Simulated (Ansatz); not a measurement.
Method: PBEsol, no spin polarisation; PAW, plane waves to 420 eV, 8×8×8 Γ-centred mesh, fermi-dirac occupations (width 0.1 eV) (Ansatz 0.2.0), atoms fixed.

Computed maps in the lattice plane spanned by a (left to right, 4.48 Å, 14 points from zero) and b (bottom to top, 3.21 Å, 10 points from zero), 90° apart, at height 0.000 along c. The fields are smooth PAW ones with compensation charges, not the true ones near nuclei.

Valence density. Digits on a logarithmic scale: 0 up to 0.03 e/Å³, each further digit a factor of 1.6, 9 from 1.3 e/Å³ up:
```
34556666666554
55677766677765
77778766678777
88757776777578
88615776775168
88757776777578
77778766678777
55677766677765
34556666666554
33455566655543
```

Q: The cell is MnNbP. Which atoms lie within 0.2 Å of this plane, and where (fractions of a and b)?

A: P at (0.22, 0.50), P at (0.78, 0.50). The whole cell:
```
Nb P Mn
1.0
     0.00000    0.00000    4.47606
     3.21429    0.00000    0.00000
     1.60715    5.72389   -2.23803
Nb P Mn
2 2 2
Direct
  0.61880 0.88120 0.23760
  0.38120 0.11880 0.76240
  0.22100 0.50000 0.00000
  0.77900 0.50000 0.00000
  0.21100 0.78900 0.42200
  0.78900 0.21100 0.57800
```

Origin: a known structure type with other elements, at an estimated volume, so it need not be a known compound. Caveats: no spin polarisation, so a magnetic state may lie lower; atoms or cell far from equilibrium.
